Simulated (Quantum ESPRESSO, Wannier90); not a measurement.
## Wannierisation of TiS (P-6m2)

Structure: Materials Project mp-1018028, symmetrised, not relaxed again. Not found in the COD (Crystallography Open Database) copy used, which has the formula in other groups; not checked further. Computed values, not measurements, from PBEsol: Quantum ESPRESSO (norm-conserving PseudoDojo potentials, cutoff 68 Ry, no spin polarisation, no spin-orbit coupling) on a Γ-centred 12×12×10 mesh, then Wannier90. Density: 12×12×10 mesh, cold smearing 0.01 Ry. A non-magnetic state is assumed, with no Hubbard U on the 3d ions.

Input w.win:

```
num_bands = 17
num_wann = 8
exclude_bands = 1-5
num_iter = 0
conv_tol = 1.0e-6
conv_window = 4
dis_num_iter = 1000
dis_conv_tol = 1.0e-6
dis_froz_max = 14.98
write_hr = true
write_u_matrices = true
begin projections
Ti: d
S: p
end projections
begin unit_cell_cart
ang
    3.2671699054    0.0000000000    0.0000000000
   -1.6335849527    2.8294521366    0.0000000000
    0.0000000000    0.0000000000    3.2170600000
end unit_cell_cart
begin atoms_frac
Ti  -0.3333333333  0.3333333333  0.0000000000
S    0.0000000000  0.0000000000  0.5000000000
end atoms_frac
mp_grid = 12 12 10
begin kpoints
0.0000000000 0.0000000000 0.0000000000
0.0000000000 0.0000000000 0.1000000000
0.0000000000 0.0000000000 0.2000000000
... (1437 more lines: the 12x12x10 mesh through Gamma)
end kpoints
```

On the energy scale of pw.x, whose zero is arbitrary, the Fermi level lies at 13.48 eV. Lines of w_hr.dat (R1 R2 R3 m n Re Im, eV) for R = 0 and one of the shortest lattice vectors, rounded to 0.01 eV, lines under 0.02 eV left out; orbitals in order: Ti1 dz2, Ti1 dxz, Ti1 dyz, Ti1 dx2-y2, Ti1 dxy, S2 pz, S2 px, S2 py.

```
    0    0    0    1    1    13.80     0.00
    0    0    0    6    1    -0.50     0.00
    0    0    0    7    1     0.53     0.00
    0    0    0    8    1    -0.31     0.00
    0    0    0    2    2    14.49     0.00
    0    0    0    6    2     0.79     0.00
    0    0    0    7    2     0.83     0.00
    0    0    0    8    2    -0.73     0.00
    0    0    0    3    3    14.49     0.00
    0    0    0    6    3    -0.46     0.00
    0    0    0    7    3    -0.73     0.00
    0    0    0    4    4    14.01     0.00
    0    0    0    6    4     0.30     0.00
    0    0    0    7    4    -0.20     0.00
    0    0    0    8    4    -0.70     0.00
    0    0    0    5    5    14.01     0.00
    0    0    0    6    5    -0.53     0.00
    0    0    0    7    5    -0.47     0.00
    0    0    0    8    5    -0.20     0.00
    0    0    0    1    6    -0.50     0.00
    0    0    0    2    6     0.79     0.00
    0    0    0    3    6    -0.46     0.00
    0    0    0    4    6     0.30     0.00
    0    0    0    5    6    -0.53     0.00
    0    0    0    6    6     9.88     0.00
    0    0    0    1    7     0.53     0.00
    0    0    0    2    7     0.83     0.00
    0    0    0    3    7    -0.73     0.00
    0    0    0    4    7    -0.20     0.00
    0    0    0    5    7    -0.47     0.00
    0    0    0    7    7    10.27     0.00
    0    0    0    1    8    -0.31     0.00
    0    0    0    2    8    -0.73     0.00
    0    0    0    4    8    -0.70     0.00
    0    0    0    5    8    -0.20     0.00
    0    0    0    8    8    10.27     0.00
    0    0   -1    1    1    -0.64     0.00
    0    0   -1    6    1    -0.02     0.00
    0    0   -1    7    1    -0.04     0.00
    0    0   -1    8    1     0.02     0.00
    0    0   -1    2    2    -0.07     0.00
    0    0   -1    5    2    -0.14     0.00
    0    0   -1    6    2    -0.02     0.00
    0    0   -1    8    2     0.03     0.00
    0    0   -1    3    3    -0.07     0.00
    0    0   -1    4    3    -0.14     0.00
    0    0   -1    7    3     0.03     0.00
    0    0   -1    3    4     0.14     0.00
    0    0   -1    4    4     0.11     0.00
    0    0   -1    8    4     0.05     0.00
    0    0   -1    2    5     0.14     0.00
    0    0   -1    5    5     0.11     0.00
    0    0   -1    6    5    -0.02     0.00
    0    0   -1    7    5     0.03     0.00
    0    0   -1    1    6     0.50     0.00
    0    0   -1    2    6     0.79     0.00
    0    0   -1    3    6    -0.46     0.00
    0    0   -1    4    6    -0.30     0.00
    0    0   -1    5    6     0.53     0.00
    0    0   -1    6    6     1.06     0.00
    0    0   -1    1    7     0.53     0.00
    0    0   -1    2    7    -0.83     0.00
    0    0   -1    3    7     0.73     0.00
    0    0   -1    4    7    -0.20     0.00
    0    0   -1    5    7    -0.47     0.00
    0    0   -1    7    7    -0.30     0.00
    0    0   -1    1    8    -0.31     0.00
    0    0   -1    2    8     0.73     0.00
    0    0   -1    4    8    -0.70     0.00
    0    0   -1    5    8    -0.20     0.00
    0    0   -1    8    8    -0.30     0.00
```
